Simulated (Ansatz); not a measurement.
IrPtN$_{2}$:
```cif
data_Ir3N6Pt3
_chemical_formula_sum 'Ir3 Pt3 N6'
_space_group_name_H-M_alt 'R-3m :H'
_space_group_IT_number 166
_space_group_name_Hall '-R 3 2"'
_cell_length_a 2.92653
_cell_length_b 2.92653
_cell_length_c 18.63424
_cell_angle_alpha 90.000
_cell_angle_beta 90.000
_cell_angle_gamma 120.000
loop_
_atom_site_label
_atom_site_type_symbol
_atom_site_symmetry_multiplicity
_atom_site_Wyckoff_symbol
_atom_site_fract_x
_atom_site_fract_y
_atom_site_fract_z
_atom_site_occupancy
Ir1 Ir 3 b 0.00000 0.00000 0.50000 1
Pt1 Pt 3 a 0.00000 0.00000 0.00000 1
N1 N 6 c 0.00000 0.00000 0.10504 1
```
(The calculation used a cell of 4 atoms; values per cell refer to that cell.)

Relaxed at zero pressure with PBEsol (plane waves, PAW; program Ansatz).

Q: The volume is lowered by 9 % and shape and atoms relax at that volume. What pressure results, and how do the axes share the change?

A: 24.4 GPa; a -5.2 %, b -5.2 %, c 1.3 %; the energy rises by 73 meV/atom.

Q: Give the new structure.

A: 
Space group R-3m, hexagonal axes (No. 166); a = b = 2.7734 Å, c = 18.8818 Å, α = β = 90.00°, γ = 120.00°

```tsv
atom	site	symmetry	x	y	z
Ir	3b	-3m	0.0000	0.0000	0.5000
Pt	3a	-3m	0.0000	0.0000	0.0000
N	6c	3m	0.0000	0.0000	0.1014
```

The phase is kept; no other phase was compared at this pressure.

The start of the workflow was typed in or built on a structure type; neither database checked (COD, Materials Project) lists it. Whether it is the stable phase at ambient conditions was not checked. The PBEsol relaxation kept the symmetry of its start; whether a distortion lowers the energy is not shown. The workflow began spin-polarised and lost its moments. Its formation energy is positive at this level, so the cell may be metastable or incomplete. Scalar-relativistic: spin–orbit coupling is off unless named, which matters more the heavier the elements.

Potentials: the later of the program's two PAW sets.
